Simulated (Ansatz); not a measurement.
Input:

SiNi3 (Cu3Au type, Pm-3m), a = b = c = 3.428 Å, α = β = γ = 90.00°.

This is the LDA-relaxed structure.

**Question.** All from plane-wave PAW LDA (Ansatz code), unless another level is named. Predict the electronic character.

**Answer.** metallic (no gap).

**Question.** Next, the density of states at the Fermi level?

**Answer.** 0.48 states/eV per atom (mean over ±0.08 eV).

**Question.** Predict the formation energy from the elements (no fitted shifts).

**Answer.** -0.55 eV/atom.

The LDA relaxation kept the symmetry of its start; of distortions, only those at the zone centre were tested. The run is not spin-polarised. The references are the lowest solids computed at this level, not always the standard phases.

Potentials: the later of the program's two PAW sets.
